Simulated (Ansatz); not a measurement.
Density of states of SnO (P4/nmm, a = 3.837 Å, b = 3.837 Å, c = 4.759 Å, α = 90.00°, β = 90.00°, γ = 90.00°), in states per eV and primitive cell, averaged over bins of 0.3 eV. All numbers below come from Ansatz 0.2.0, DFT PBE+D3(BJ), scalar-relativistic, plane waves, PAW.

Plane waves to 420 eV, a k mesh through Γ of 12×12×10 on the computed 4-atom cell and Gaussian smearing (0.10 eV); no spin polarisation.

The cell is relaxed at this level. The states (both spins) are summed by tetrahedra on a 18×18×15 mesh at the self-consistent density. Energies are bin centres; the table starts no lower than −8 eV and ends at 6 eV, or lower where the solved bands end.

The gap is zero at this level, with almost no states at the Fermi level.

```csv
E − E_F (eV),total,O 2p,Sn 5p,Sn 5s,O 2s
-7.90,1.80,0.82,0.07,0.85,0.06
-7.60,1.25,0.56,0.05,0.57,0.06
-7.30,0.91,0.38,0.05,0.41,0.07
-7.00,0.90,0.35,0.09,0.38,0.07
-6.70,1.11,0.45,0.22,0.36,0.07
-6.40,1.27,0.76,0.33,0.14,0.03
-6.10,2.02,1.36,0.49,0.12,0.03
-5.80,3.00,2.05,0.63,0.22,0.05
-5.50,2.60,1.81,0.58,0.14,0.04
-5.20,2.84,2.08,0.57,0.12,0.05
-4.90,2.26,1.71,0.41,0.07,0.04
-4.60,1.72,1.36,0.26,0.04,0.03
-4.30,2.07,1.70,0.28,0.03,0.03
-4.00,2.37,1.86,0.40,0.05,0.03
-3.70,2.31,1.84,0.34,0.06,0.03
-3.40,2.11,1.67,0.31,0.08,0.03
-3.10,2.85,2.33,0.35,0.11,0.02
-2.80,2.90,2.22,0.40,0.23,0.01
-2.50,2.93,1.74,0.62,0.53,0.01
-2.20,2.24,0.91,0.69,0.61,0.01
-1.90,1.75,0.69,0.52,0.52,0.01
-1.60,1.34,0.50,0.33,0.48,0.01
-1.30,0.85,0.31,0.21,0.31,0.01
-1.00,0.60,0.23,0.13,0.23,0.00
-0.70,0.47,0.18,0.08,0.19,0.00
-0.40,0.38,0.16,0.05,0.17,0.00
-0.10,0.23,0.09,0.01,0.10,0.00
0.20,0.08,0.00,0.06,0.00,0.01
0.50,0.16,0.01,0.11,0.01,0.02
0.80,0.24,0.02,0.17,0.01,0.02
1.10,0.34,0.04,0.23,0.02,0.03
1.40,0.80,0.09,0.54,0.04,0.08
1.70,1.37,0.17,0.89,0.11,0.12
2.00,1.86,0.29,1.14,0.16,0.15
2.30,2.22,0.39,1.32,0.25,0.14
2.60,2.31,0.40,1.35,0.31,0.10
2.90,2.11,0.35,1.27,0.31,0.06
3.20,2.10,0.39,1.18,0.36,0.05
3.50,1.58,0.29,0.91,0.26,0.03
3.80,1.26,0.22,0.80,0.11,0.04
4.10,1.27,0.20,0.85,0.07,0.04
4.40,1.51,0.23,0.97,0.08,0.04
4.70,1.86,0.25,1.14,0.09,0.05
5.00,2.47,0.29,1.64,0.11,0.07
5.30,1.52,0.14,1.13,0.04,0.03
5.60,1.54,0.16,1.10,0.04,0.03
```

The columns after the total are the Löwdin projections on the occupied valence shells of the potentials. The rest of the total lies in shells that are empty in the free atom, which aren't projected, and between the atoms.